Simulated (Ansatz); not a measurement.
WB₂: pressure against volume

WB₂, P6/mmm, a = 3.010 Å, c = 3.317 Å. The structure is a COD entry; whether it is the stable form wasn't checked. Ansatz: PBEsol, PAW, 420 eV, Γ-centred 18×18×12 mesh on 3 atoms, Gaussian smearing 0.10 eV; no spin polarisation. Shape and atoms are relaxed at each volume; pressure is positive in compression.

```tsv
V (Å³/atom)	P (GPa)
7.634	56.11
7.894	38.65
8.154	23.74
8.414	?
8.675	0.01
8.935	-9.39
9.195	-17.44
9.542	-26.38
```

Task: Take V0 = 8.675 Å³/atom, count pressures from its P0 = 0.01 GPa, fit the third-order Birch–Murnaghan form to the other rows, and predict the missing pressure.

Result: With the Eulerian strain f = ½[(V0/V)^(2/3) − 1] and y = (P − P0)/[3f(1 + 2f)^(5/2)], the form is the line y = B0 + 1.5 B0 (B0′ − 4) f. Rows (f, y): 0.04448, 339.7; 0.03246, 339.1; 0.02108, 338.4; -0.00975, 337.6; -0.01903, 336.8; -0.03077, 335.1. Means f = 0.006412, y = 337.78; Σ(Δf)² = 0.004634, ΣΔfΔy = 0.2441; the slope is their ratio. y = 337.4 + 52.67 f GPa, so B0 = 337.4 GPa and B0′ = 4 + 2 × (52.67)/(3 × 337.4) = 4.10. At V = 8.414, f = 0.01029, y = 337.94 and P = 10.99 GPa. The run gave 10.97 GPa, so the fit is 0.02 GPa too high, within the rms miss on the fitted rows (0.03 GPa).

Spin–orbit coupling is left out, which can shift energies with elements as heavy as these.